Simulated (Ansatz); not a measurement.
SnSe$_{2}$ (CdI2 type)

```
SnSe2
1.0
    3.84028     0.00000     0.00000
   -1.92014     3.32578     0.00000
    0.00000     0.00000     6.00569
Sn Se
1 2
Direct
  0.00000   0.00000   0.00000
  0.33333   0.66667   0.26533
  0.66667   0.33333   0.73467
```

Equation-of-state scan: isotropic scaling of the cell above, V₀ being its volume. The atoms relax within the cell's symmetry.

Calculation: PBE-D3(BJ) (plane waves to 420 eV, PAW, scalar-relativistic; Ansatz, a quantum-chemistry and plane-wave program). k mesh 10×10×6 (Γ-centred), Fermi-Dirac smearing 0.05 eV. E stands for the smeared free energy. Stress and pressure are positive under compression. With the shape held, the modulus is that of even scaling; a crystal free to change shape is softer. SnSe2 was relaxed with its symmetry unable to fall. ΔE is measured from the relaxed starting cell. The last digit holds for this mesh only.

```json
[
 {"V (Å³/atom)": "23.011", "ΔE (meV/atom)": "40.0"},
 {"V (Å³/atom)": "23.438", "ΔE (meV/atom)": "26.8"},
 {"V (Å³/atom)": "23.863", "ΔE (meV/atom)": "16.5"},
 {"V (Å³/atom)": "24.290", "ΔE (meV/atom)": "withheld"},
 {"V (Å³/atom)": "24.716", "ΔE (meV/atom)": "3.8"},
 {"V (Å³/atom)": "25.142", "ΔE (meV/atom)": "0.9"},
 {"V (Å³/atom)": "25.568", "ΔE (meV/atom)": "0.0"},
 {"V (Å³/atom)": "25.994", "ΔE (meV/atom)": "0.9"},
 {"V (Å³/atom)": "26.420", "ΔE (meV/atom)": "3.4"},
 {"V (Å³/atom)": "26.847", "ΔE (meV/atom)": "7.3"},
 {"V (Å³/atom)": "27.273", "ΔE (meV/atom)": "12.6"},
 {"V (Å³/atom)": "27.699", "ΔE (meV/atom)": "19.1"},
 {"V (Å³/atom)": "28.125", "ΔE (meV/atom)": "26.7"}
]
```

Fit a third-order Birch-Murnaghan form (E₀, V₀, B₀, B₀′ free) to the given rows and predict ΔE at V = 24.290.

Least squares on the 12 given rows: ΔE = E₀ + (9V₀B₀/16)·y²·[2 + (B₀′ − 4)y], y = (V₀/V)^(2/3) − 1, with V₀ = 25.567 Å³/atom, B₀ = 40.54 GPa (160.2 GPa = 1 eV/Å³; the term in eV is multiplied by 1000), B₀′ = 5.08, E₀ = -0.01 meV/atom; root-mean-square residual 0.03 meV/atom. At 24.290 the fit gives 8.9 meV/atom; the calculation gives 9.0 meV/atom, so the interpolation is off by -0.1 (-1.1 %). For the pressure the fit gives 2.4 GPa against the computed 2.3 GPa.

(Under strain, the slope of the energy per volume gives the stress and its curvature an elastic modulus.)
